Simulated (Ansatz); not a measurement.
### Question
Ru (bcc (W type), Im-3m) is relaxed with r²SCAN in the plane-wave PAW code Ansatz. What lattice parameters of the conventional cell result?

### Answer
a = 3.031 Å.

The start of the workflow was typed in or built on a structure type; neither database checked (COD, Materials Project) lists it. It is not the phase usual at ambient conditions (space group No. 194). The r²SCAN relaxation kept the symmetry of its start. At this level the phase is mechanically unstable. No spin polarisation was allowed.

Potentials: the later of the program's two PAW sets.
